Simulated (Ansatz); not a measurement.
Li:
```
CELL_PARAMETERS angstrom
      0.00000     2.18456     2.18456
      2.18456     0.00000     2.18456
      2.18456     2.18456     0.00000
ATOMIC_POSITIONS crystal
  Li 0.00000 0.00000 0.00000
```

Relaxed with r²SCAN+D4. Special points in fractions of this cell's reciprocal vectors: Γ (0.000, 0.000, 0.000); X (0.500, 0.000, 0.500); U (0.625, 0.250, 0.625); K (0.375, 0.375, 0.750); L (0.500, 0.500, 0.500); W (0.500, 0.250, 0.750).

**Question.** List the band energies nearest the Fermi level at these points for plane-wave PAW r²SCAN+D4 (Ansatz code).

**Answer.** In eV from the Fermi level; about four levels below and three above (degenerate sets whole), none deeper than 8.9 eV; … stands for higher levels left out; points with the same levels are listed once.

| k | below | above |
|---|---|---|
| Γ | -3.86 | … |
| X | – | 1.71 … |
| U | – | 2.75 … |
| L | – | 0.04 … |
| W | – | … |

Space group Fm-3m (fcc (Cu type)). The workflow started from a Materials Project entry (that database holds measured and hypothetical structures alike); the Crystallography Open Database files this formula in space group No. 225, but the cells were not matched. It is not the phase usual at ambient conditions (space group No. 229). The cell was relaxed with r²SCAN+D4 under the symmetry of its start; whether a distortion lowers the energy is not shown. The pairwise dispersion correction was not fitted to metals.

Potentials: the earlier of the program's two PAW sets.
